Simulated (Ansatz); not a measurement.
The start is a generated cell, CuI placed in the zincblende structure type. The cell and all atomic positions are relaxed at zero pressure with r2SCAN (plane waves to 500 eV, PAW, scalar-relativistic; Ansatz, a program for electronic structure). The first steps use a coarse 7×7×7 k-mesh.

Initial structure:
```
CELL_PARAMETERS angstrom
      0.00000     3.11802     3.11802
      3.11802     0.00000     3.11802
      3.11802     3.11802     0.00000
ATOMIC_POSITIONS crystal
  I  0.75000 0.75000 0.75000
  Cu 0.00000 0.00000 0.00000
```

* **Initial pressure**: -3.5 GPa (negative: the cell is under tension)
* **Energy released**: 0.036 eV/atom
* **Shortest distances (start → end)**: The closest pairs of elements (up to four, under 3.6 Å), start → end: Cu–I 2.70 → 2.61 Å
* **Band gap at the end**: 1.67 eV, direct at Γ (no spin-orbit coupling)
* **Optimiser moves**: 4

The end point of the relaxation:

Space group F-43m (No. 216); a = b = c = 6.023 Å, α = β = γ = 90.00°

| atom | site | symmetry | x | y | z |
|---|---|---|---|---|---|
| I | 4c | -43m | 0.2500 | 0.2500 | 0.2500 |
| Cu | 4a | -43m | 0.0000 | 0.0000 | 0.0000 |
(The calculation used a cell of 2 atoms; values per cell refer to that cell.)

Final values are on a 10×10×10 k-mesh of the relaxed cell. No spin polarisation in the result. Without spin-orbit coupling the bands of the heavy element are not split, so the gap can be far off.

The run could not lose the symmetry of its start; a randomly shaken copy of 2 atoms returns to this structure.

All atoms sit on sites fixed by symmetry, so only the cell could relax.
